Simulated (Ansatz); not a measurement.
**MoSe: which magnetic state is lowest?**

Level of theory: Ansatz 0.2.0, DFT PBE+U, scalar-relativistic, plane waves, PAW.

```
Mo Se
1.0
     0.00000    2.83929    2.83929
     2.83929    0.00000    2.83929
     2.83929    2.83929    0.00000
Mo Se
1 1
Direct
  0.00000 0.00000 0.00000
  0.25000 0.25000 0.25000
```

```json
{"plane-wave cutoff": "420 eV", "Γ-centred k-mesh": "12×12×12", "occupation rule": "Gaussian smearing, 0.05 eV", "U_eff on Löwdin-orthogonalised atomic d orbitals": "Mo 7 eV", "list of starting moments (μB, in atom order)": "2 0", "check for lower electronic states after the SCF": "on"}
```

All runs keep this geometry, which isn't relaxed for the lowest state (largest force there 0.000 eV/Å, pressure 30.0 GPa) and needn't be a stable compound; relaxing each order would shift the differences by some 100 meV/atom, going by the pressures and a bulk modulus of about 150 GPa. A propagation vector, in units of the reciprocal vectors, doubles the cell, which takes an equally dense mesh. Site moments are spin moments in atom-centred spheres that scale with the neighbour distance. The states are those that the runs reached from these starts; a lower one can exist.

Problem. Starts tried: ferromagnetic; antiferromagnetic, doubled cell, propagation vector (0, 1/2, 1/2). Which state comes out lowest, and what are the moments?

Solution. The lowest state is ferromagnetic, reached from the start “ferromagnetic”, with site moments (μB) Mo +2.85, Se -0.22.

```tsv
start	ends	energy above lowest (meV/atom)	site moments (μB)	gap on mesh (eV)	P (GPa)
ferromagnetic	ferromagnetic	0.00	Mo +2.85, Se -0.22	metal	30.0
antiferromagnetic, doubled cell, propagation vector (0, 1/2, 1/2)	antiferromagnetic	141	Mo +2.69, Mo -2.69	metal	26.2
```

Cost: 2 runs of about 1.2 core-minutes in all, on Arm Neoverse V2 (shared hosts).